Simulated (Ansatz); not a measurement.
BeS (zinc blende)

```
BeS
1.0
    0.00000     2.43799     2.43799
    2.43799     0.00000     2.43799
    2.43799     2.43799     0.00000
S Be
1 1
Cartesian
  3.65699   3.65699   3.65699
  0.00000   0.00000   0.00000
```

E(V) scan at fixed shape, V₀ the volume above. Symmetry pins the atoms to their sites.

Computed with PBE (plane waves to 420 eV, PAW, scalar-relativistic; Ansatz, an electronic-structure program). k mesh 12×12×12 (Γ-centred), Fermi-Dirac smearing 0.05 eV. E stands for the smeared free energy. BeS was relaxed with its symmetry unable to fall. ΔE is measured from the relaxed starting cell.

```
V (Å³/atom)  ΔE (meV/atom)
-----------  -------------
13.042                49.7
13.404                26.8
13.766                11.4
14.129                 2.7
14.491                 0.0
14.853                 2.5
15.215                 9.7
15.578                21.0
15.940                36.0
```

Task: What is the fitted pressure derivative B₀′?

Result: 3.8.

Task: What bulk modulus B₀ follows from a third-order Birch-Murnaghan fit?

Result: 92.9 GPa. Check by three points about V = 14.491 Å³/atom, step 0.362: d²E/dV² ≈ (2.7 − 2·0.0 + 2.5) meV / 0.362² = 0.0396 eV/Å⁶, and V·d²E/dV² × 160.2 = 92.0 GPa.

(A scan under strain: stresses follow from slopes of the energy per volume, elastic moduli from its curvatures.)
